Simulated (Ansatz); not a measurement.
BaH₄O₃, one structure, two calculations

Cell: a Materials Project structure (computed, not necessarily an observed phase).

Space group P2_1 (No. 4); a = 3.9890, b = 7.0069, c = 6.3882 Å, β = 90.80°.

```csv
site,Wyckoff,site symmetry,x,y,z
Ba,2a,1,0.9958,0.2408,0.6558
H3,2a,1,0.8044,0.1976,0.1273
H4,2a,1,0.2065,0.1988,0.1274
H7,2a,1,0.5033,0.4076,0.0092
H9,2a,1,0.5199,0.5519,0.6042
O11,2a,1,0.0084,0.1481,0.2094
O13,2a,1,0.5017,0.2724,0.9687
O15,2a,1,0.5053,0.4795,0.4735
```

One atom of each set is listed.

First run. All values are calculated (Ansatz; DFT, PBE, plane waves and PAW, scalar-relativistic, 420 eV cutoff, Γ-centred 5×3×3 k-points, Fermi–Dirac smearing 0.02 eV), not measured.

```csv
site,V_zz (10²¹ V/m²),η
Ba,9.73,0.66
H3,2.24,0.16
H4,2.31,0.16
H7,4.05,0.01
H9,4.19,0.01
O11,-10.88,0.83
O13,12.76,0.01
O15,13.16,0.01
```

Second run. The same atoms and settings, except that spin–orbit coupling is included (fully relativistic PAW files).

(1) Given the first result, estimate the second.

## Answers

(1) 

```
site    V_zz     η  change of V_zz
  Ba    9.76  0.66           +0.03
  H3    2.24  0.16            0.00
  H4    2.31  0.16            0.00
  H7    4.05  0.01            0.00
  H9    4.19  0.01            0.00
 O11  -10.88  0.83            0.00
 O13   12.76  0.01            0.00
 O15   13.16  0.01            0.00
```

The largest change of V_zz is on Ba, from 9.73 to 9.76.

The largest force is 0.4 eV/Å, so the atoms aren't at the calculated equilibrium and relaxing them would move these values. The lattice is static: at room temperature water may turn and average the couplings of its hydrogen.
